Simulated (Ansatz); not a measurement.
Relaxed-ion elastic tensor of TiS in space group P-6m2 (No. 187; Ti on 1e, S on 1b) in GPa (Voigt order), plane-wave PAW PBEsol (Ansatz code); density 4.64 g/cm³, 14.31 Å³ per atom.

```
 253  84.1   101   0.0   0.0   0.0
84.1   253   101   0.0   0.0   0.0
 101   101   353   0.0   0.0   0.0
 0.0   0.0   0.0   159   0.0   0.0
 0.0   0.0   0.0   0.0   159   0.0
 0.0   0.0   0.0   0.0   0.0  84.4
```

### Question
Is the crystal mechanically stable?

### Answer
Yes: the smallest eigenvalue of C is 84.4 GPa.

### Question
Work out the Voigt, Reuss and Hill averages.

### Answer
K_V = 159, K_R = 154, K_H = 157; G_V = 119, G_R = 109, G_H = 114 GPa.

### Question
Give Young's modulus, Poisson's ratio, Pugh's ratio and the universal anisotropy index.

### Answer
E = 9KG/(3K + G) = 275 GPa; ν = 0.21; K/G = 1.38 (brittle by the Pugh limit of 1.75); A_U = 5G_V/G_R + K_V/K_R − 6 = 0.49.

### Question
Estimate the sound speeds and the Debye temperature.

### Answer
v_l = √((K + 4G/3)/ρ) = 8150 m/s, v_t = √(G/ρ) = 4950 m/s, mean 5470 m/s; Θ = (h/k)(3n/4πV)^(1/3) v_m = 671 K.

### Question
Solve the Christoffel equation for the three sound speeds along x, y, z.

### Answer
Eigenvalues of C_ijkl n_j n_l equal ρv². In km/s, slowest first: x 4.27, 5.86, 7.38; y 4.27, 5.86, 7.38; z 5.86, 5.86, 8.72.

### Question
How much does each axis shrink under pressure?

### Answer
Linear compressibilities β_i = Σ_j S_ij (j = 1 to 3): x 2.6, y 2.6, z 1.4 per TPa.

The workflow started from a Materials Project entry (that database holds measured and hypothetical structures alike); the Crystallography Open Database copy checked does not list it. COD files the formula under space group No. 166, 194, so this cell is another polymorph or a model. Its standing as an ambient phase is unchecked. Symmetry was held in the PBEsol relaxation; of distortions, only those at the zone centre were tested. The run is not spin-polarised. As this level gives no gap, shear constants depend on the k-mesh and smearing (Fermi–Dirac, 0.1 eV here).

Potentials: the later of the program's two PAW sets.
